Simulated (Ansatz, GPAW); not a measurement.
Given: the input of a run of Ansatz 0.2.0 on MnPt2. The cell comes from a database or a generator and needn't be the stable form of this composition.

input.yaml

```yaml
crystal:
  lattice:
    - [2.8584044518, 0.0, 0.0]
    - [-1.4292022259, 2.4754508696, 0.0]
    - [0.0, 0.0, 6.532504]
  atoms:
    - { symbol: Pt, position: [0.6666666667, 0.3333333333, 0.316206] }
    - { symbol: Pt, position: [0.3333333333, 0.6666666667, 0.683794] }
    - { symbol: Mn, position: [0.0, 0.0, 0.0], spin: 4.0 }
hamiltonian:
  xc: pbe
  pseudopotentials: { kind: paw }
magnetization:
  spin_polarized: true
kpoints:
  mp_grid: { grid: [11, 11, 4] }
scf:
  occupations: { method: fermi_dirac, width: 0.05 }
output:
  forces: true
  stress: true
  eigenvalues: true
  write_density: true
  write_potential: true
  elf: true
  volumetric_format: npy
```

Potentials or basis: Ansatz PAW.

Command:

```console
$ ansatz run input.yaml --threads 2 --pin off --max-ram 5120MiB --backend cpu --events-out ev --progress --plain --runs-dir out
```

Set up the same calculation for GPAW 26.7.0 (ASE script). Potentials or basis there: GPAW PAW data sets (gpaw-data 1.2.1), cutoff 600 eV.

As run (cutoffs and basis follow the program's own potentials, and thresholds, step limits or extra output files can differ):

run.py

```python
from ase import Atoms
from ase.dft.bandgap import bandgap
from ase.io import write
from ase.units import GPa
from gpaw import GPAW, PW

atoms = Atoms(['Pt', 'Pt', 'Mn'],
              cell=[[2.8584044518, 0.0, 0.0],
                    [-1.4292022259, 2.4754508696, 0.0],
                    [0.0, 0.0, 6.532504]],
              scaled_positions=[[0.6666666667, 0.3333333333, 0.316206],
                                [0.3333333333, 0.6666666667, 0.683794],
                                [0.0, 0.0, 0.0]],
              pbc=True)
atoms.set_initial_magnetic_moments([0.0, 0.0, 4.0])

calc = GPAW(mode=PW(600),
            xc='PBE',
            kpts={'size': (11, 11, 4), 'gamma': True},
            occupations={'name': 'fermi-dirac', 'width': 0.05},
            nbands=41,
            convergence={'density': 1e-05, 'energy': 1e-05},
            maxiter=150,
            txt='gpaw.txt')
atoms.calc = calc
energy = atoms.get_potential_energy()
forces = atoms.get_forces()
stress = atoms.get_stress()
calc.write('gs.gpw')
write('result.traj', atoms)
print(f'Energy: {energy:.6f} eV')
print('Forces (eV/A):')
print(forces.round(4))
print('Stress (GPa):', (stress / GPa).round(3))
print('Moments:', calc.get_magnetic_moments().round(3))
print('Fermi level:', round(calc.get_fermi_level(), 4), 'eV')
print(f'Gap: {bandgap(calc)[0]:.4f} eV, direct: {bandgap(calc, direct=True)[0]:.4f} eV')
```

Potentials or basis: GPAW PAW data sets (gpaw-data 1.2.1), pw.

Launch:

```sh
$ OMP_NUM_THREADS=1 python run.py
```

Both were run:

|  | Ansatz | GPAW |
| --- | --- | --- |
| Pressure | -0.5 GPa | -0.3 GPa |
| Net moment | 4.55 μB per cell | 4.51 μB per cell |

Ansatz's pressure holds a Pulay term of +0.07 GPa for its cutoff of 420 eV, which the other run lacks.

The potentials hold 51 and 47 valence electrons a cell.

Where Ansatz's input types no cutoff or centring, it takes its own default and a Γ-centred mesh.

The magnetic state is the one that the start led to; the real crystal's order can differ.

Pressure is positive in compression.
